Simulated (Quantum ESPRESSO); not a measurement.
```
Li2O
1.0
    0.00000     2.32685     2.32685
    2.32685     0.00000     2.32685
    2.32685     2.32685     0.00000
Li O
2 1
Direct
  0.75000   0.75000   0.75000
  0.25000   0.25000   0.25000
  0.00000   0.00000   0.00000
```
The geometry is a computed Materials Project entry, not a measured one. It is Li2O in Fm-3m. Stability against distortions was not tested.

With PBE (σ by GIPAW in a modified build of Quantum ESPRESSO; JTH PAW datasets, 22.5 Ha):

```csv
quantity,PBE
σ_iso O (ppm),203.7
```

These are absolute shieldings with no macroscopic susceptibility term; δ = σ_ref − σ needs a reference computed alike. By our sweeps, such settings leave a few ppm in absolute σ. The structure is static (0 K, no zero-point motion).

### Question
What does the LDA, on its own JTH datasets and the same geometry, give?

### Answer
```
quantity         LDA  LDA − PBE
-------------  -----  ---------
σ_iso O (ppm)  190.1      -13.5
```
